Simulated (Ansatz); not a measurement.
HgS:
```
CELL_PARAMETERS angstrom
      0.00000     2.93789     2.93789
      2.93789     0.00000     2.93789
      2.93789     2.93789     0.00000
ATOMIC_POSITIONS crystal
  Hg 0.00000 0.00000 0.00000
  S  0.75000 0.75000 0.75000
```

Relaxed with PBEsol. Special points in fractions of this cell's reciprocal vectors: Γ (0.000, 0.000, 0.000); X (0.500, 0.000, 0.500); U (0.625, 0.250, 0.625); K (0.375, 0.375, 0.750); L (0.500, 0.500, 0.500); W (0.500, 0.250, 0.750).

Problem. List the band energies nearest the Fermi level at these points for PBEsol with spin–orbit coupling (plane waves, PAW; program Ansatz).

Solution. In eV from the Fermi level; about four levels below and three above (degenerate sets whole), none deeper than 8.9 eV; points with the same levels are listed once.

| k | below | above |
|---|---|---|
| Γ | -0.06 -0.06 -0.06 -0.06 | 0.05 0.05 4.84 4.84 |
| X | -2.44 -2.44 -2.29 -2.29 | 3.13 3.13 3.24 3.24 |
| U | -3.06 -2.75 -1.95 -1.86 | 3.20 3.22 4.53 |
| L | -1.02 -1.02 -0.99 -0.99 | 1.46 1.46 6.13 6.13 |
| W | -3.03 -2.73 -2.49 -2.15 | 3.70 3.74 5.06 |

Space group F-43m (zinc blende). The cell was relaxed with PBEsol under the symmetry of its start. The Fermi level of a semimetal is unsure by some 0.05 eV on such meshes.

Potentials: the later of the program's two PAW sets.
